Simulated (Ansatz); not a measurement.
# Cu2As: pressure against volume

Cu2As, P4/nmm, a = 3.746 Å, c = 5.849 Å. The structure is a COD entry; whether it is the stable form wasn't checked. Ansatz: PBEsol, PAW, 420 eV, Γ-centred 10×10×6 mesh on 6 atoms, Gaussian smearing 0.10 eV; no spin polarisation. Shape and atoms are relaxed at each volume; pressure is positive in compression.

```
V (Å³/atom) P (GPa)
     12.857     9.16
     13.267     4.20
     13.677     0.03
     14.088    -3.43
     14.498        ?
```

Task: Take V0 = 13.677 Å³/atom, count pressures from its P0 = 0.03 GPa, fit the third-order Birch–Murnaghan form to the other rows, and predict the missing pressure.

Result: With the Eulerian strain f = ½[(V0/V)^(2/3) − 1] and y = (P − P0)/[3f(1 + 2f)^(5/2)], the form is the line y = B0 + 1.5 B0 (B0′ − 4) f. Rows (f, y): 0.02104, 130.5; 0.01025, 128.9; -0.00977, 124.0. Means f = 0.007173, y = 127.80; Σ(Δf)² = 0.0004888, ΣΔfΔy = 0.1052; the slope is their ratio. y = 126.3 + 215.2 f GPa, so B0 = 126.3 GPa and B0′ = 4 + 2 × (215.2)/(3 × 126.3) = 5.14. At V = 14.498, f = -0.01906, y = 122.20 and P = -6.31 GPa. The run gave -6.32 GPa, so the fit is 0.01 GPa too high, within the rms miss on the fitted rows (0.02 GPa). The form still works here, 33 % of the fitted range beyond its end.